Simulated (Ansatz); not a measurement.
Cu (fcc (Cu type), space group No. 225) at seven volumes, PBEsol (plane waves, PAW; program Ansatz), scaled uniformly. One row is withheld.

| V (Å³/atom) | P (GPa) |
|---|---|
| 10.296 | 20.05 |
| 10.635 | 12.14 |
| 10.975 | 5.53 |
| 11.314 | 0.00 |
| 11.654 | -4.61 |
| 11.993 | -8.46 |
| 12.333 | ? |

Problem. Fit the shown pressures and predict the withheld one.

Solution. P = (3/2)B₀(x^(7/2) − x^(5/2))[1 + (3/4)(B′ − 4)(x − 1)] with x = (V₀/V)^(2/3). Least squares on the six rows gives V₀ = 11.315 Å³/atom, B₀ = 168 GPa, B′ = 4.98. At V = 12.333, x = 0.9442 and P = -11.68 GPa. The run itself gave -11.66 GPa.

Space group Fm-3m (fcc (Cu type)). The PBEsol relaxation kept the symmetry of its start. The run is not spin-polarised.

Potentials: the later of the program's two PAW sets.
